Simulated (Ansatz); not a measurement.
Data:

Al:
```cif
data_Al4
_chemical_formula_sum 'Al4'
_space_group_name_H-M_alt 'P 1'
_space_group_IT_number 1
_cell_length_a 2.82893
_cell_length_b 2.82893
_cell_length_c 9.21446
_cell_angle_alpha 90.000
_cell_angle_beta 90.000
_cell_angle_gamma 120.000
loop_
_space_group_symop_operation_xyz
  'x, y, z'
loop_
_atom_site_label
_atom_site_type_symbol
_atom_site_fract_x
_atom_site_fract_y
_atom_site_fract_z
_atom_site_occupancy
Al1 Al 0.00000 0.00000 0.00000 1
Al2 Al 0.00000 0.00000 0.50000 1
Al3 Al 0.33333 0.66667 0.25000 1
Al4 Al 0.66667 0.33333 0.75000 1
```

This is the r²SCAN-relaxed structure.

**Question.** All from r²SCAN (plane waves, PAW; program Ansatz), unless another level is named. Predict the highest zone-centre frequency.

**Answer.** 351 cm⁻¹.

**Question.** Give the Poisson's ratio.

**Answer.** 0.30.

Space group P6_3/mmc (dhcp (α-La type)). The first step of the workflow began from a Materials Project structure, measured or hypothetical; the Crystallography Open Database copy checked does not list it. It is not the phase usual at ambient conditions (space group No. 225). The r²SCAN relaxation kept the symmetry of its start; of distortions, only those at the zone centre were tested. As this level gives no gap, phonon frequencies hold no LO–TO term and depend on the k-mesh and smearing (Fermi–Dirac, 0.1 eV here).

Potentials: the earlier of the program's two PAW sets.
